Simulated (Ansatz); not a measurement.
## Ge: energy along a strain

Ge, Fd-3m, a = 5.675 Å. Ansatz: r2SCAN, PAW, 500 eV, Γ-centred 10×10×10 mesh on 2 atoms, Gaussian smearing 0.03 eV; no spin polarisation. Cell vectors (Å): 0.000 2.838 2.838; 2.838 0.000 2.838; 2.838 2.838 0.000. The cell is strained by x per cent times the pattern (0 0 1 0 0 0) in the order xx yy zz yz xz xy (engineering shears), with fractional coordinates held. y is the free energy over the start, V0 = 22.846 Å³/atom.

```tsv
x (%)	y (meV/atom)
-2.00	?
-1.50	2.02
-1.00	0.89
0.00	0.00
0.50	0.24
1.00	0.92
1.50	2.04
2.00	3.59
```

Fit y = c1 x + c2 x² + c3 x³ to the other rows, get the stiffness along the pattern, and predict the missing energy.

Least squares on the rows shown. y = 0.02580 x + 0.9025 x² − 0.008884 x³. The clamped-ion stiffness p·C·p = 2 × 9.025 eV × 160.2 / 22.846 Å³ = 127 GPa, which is C33 in these axes (C11 of the cubic crystal); c1 is there for the stress left in the start, which by itself gives a slope of 0.02 meV/atom per %. At x = -2.00 the fit asked for gives 3.63 meV/atom. The run gave 3.62 meV/atom, so the fit is 0.01 meV/atom too high, a small miss on the scale of the series.

Cost: 8 runs of about 2 core-minutes in all, on Intel Xeon Processor @ 2.50GHz (Skylake/Cascade Lake) (shared hosts).